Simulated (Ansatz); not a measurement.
A geometry of SnSe away from equilibrium: step 2 of the relaxation of a relaxed SnSe cell stretched uniformly to 115 % of its volume. Calculation: PBE (plane waves to 420 eV, PAW, scalar-relativistic; Ansatz, a quantum-chemistry and plane-wave program). Γ-centred k-mesh 2×5×5 on the run's cell (coarser than for final values), Fermi–Dirac smearing 0.05 eV. The plane waves were selected for a different cell earlier on the path.

```
SnSe
1.0
   11.85003     0.00000     0.00000
    0.00000     4.19596     0.00000
    0.00000     0.00000     4.56159
Sn Se
4 4
Cartesian
  1.50922   1.04899   0.60089
  4.41579   3.14697   2.88168
 10.34081   3.14697   3.96070
  7.43423   1.04899   1.67991
 10.11260   1.04899   2.16140
  7.66244   3.14697   4.44219
  1.73743   3.14697   2.40019
  4.18758   1.04899   0.11940
```

**Question.** What forces act on the atoms (eV/Å)?

**Answer.** 
```json
[
 {"atom": "Sn1", "Fx": "-0.38", "Fy": "0.00", "Fz": "-0.27"},
 {"atom": "Sn2", "Fx": "0.38", "Fy": "0.00", "Fz": "-0.27"},
 {"atom": "Sn3", "Fx": "0.38", "Fy": "0.00", "Fz": "0.27"},
 {"atom": "Sn4", "Fx": "-0.38", "Fy": "0.00", "Fz": "0.27"},
 {"atom": "Se5", "Fx": "0.21", "Fy": "0.00", "Fz": "-0.22"},
 {"atom": "Se6", "Fx": "-0.21", "Fy": "0.00", "Fz": "-0.22"},
 {"atom": "Se7", "Fx": "-0.21", "Fy": "0.00", "Fz": "0.22"},
 {"atom": "Se8", "Fx": "0.21", "Fy": "0.00", "Fz": "0.22"}
]
```

The path ends in Pnma (No. 62) (AFLOW prototype AB_oP8_62_c_c (B29, as in SnS)). No spin polarisation in the result.

The run could not lose the symmetry of its start.
